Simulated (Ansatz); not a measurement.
# Two-dimensional strain map in HfO$_{2}$

Theory: Ansatz 0.2.0, DFT r2SCAN, scalar-relativistic, plane waves, PAW. The runs took a 500 eV cutoff, a Γ-centred 8×8×8 mesh and Gaussian smearing (0.05 eV). Spin–orbit coupling is left out, which can shift energies with elements as heavy as these. No spin polarisation. Energies are free energies at this smearing, counted from the undisturbed cell; pressure is positive in compression.

Zero of the scan (as given, not relaxed at this level; it stands at -8.4 GPa; this fluorite-type form isn't the usual structure):

```xyz
3
Lattice="0.0000 2.5575 2.5575 2.5575 0.0000 2.5575 2.5575 2.5575 0.0000" Properties=species:S:1:pos:R:3 pbc="T T T"
Hf    0.0000    0.0000    0.0000
O     1.2788    1.2788    1.2788
O     3.8363    3.8363    3.8363
```

The cell is strained by p along both x and y and by q along z, fractional coordinates fixed. Points are written (p, q). At -8 GPa the given cell is far from its own equilibrium, so these figures belong to a strongly strained crystal.

p was sampled at -0.050, -0.025, 0.000, 0.025, 0.050 and q at -0.050, -0.025, 0.000, 0.025, 0.050.

Task: Where on the computed points is the energy highest, and how high?

Result: At (0.050, 0.050): 248.6 meV/atom.

Task: Away from (0, 0), which computed point is lowest?

Result: (0.000, -0.025): -2.3 meV/atom.

The map, in meV/atom:

```csv
p \ q,-0.050,-0.025,0.000,0.025,0.050
-0.050,134.6,85.0,65.7,73.8,106.6
-0.025,42.7,7.2,0.0,18.3,59.7
0.000,22.2,-2.3,0.0,26.2,73.9
0.025,61.9,46.0,55.4,87.4,139.7
0.050,152.3,142.8,157.4,193.5,248.6
```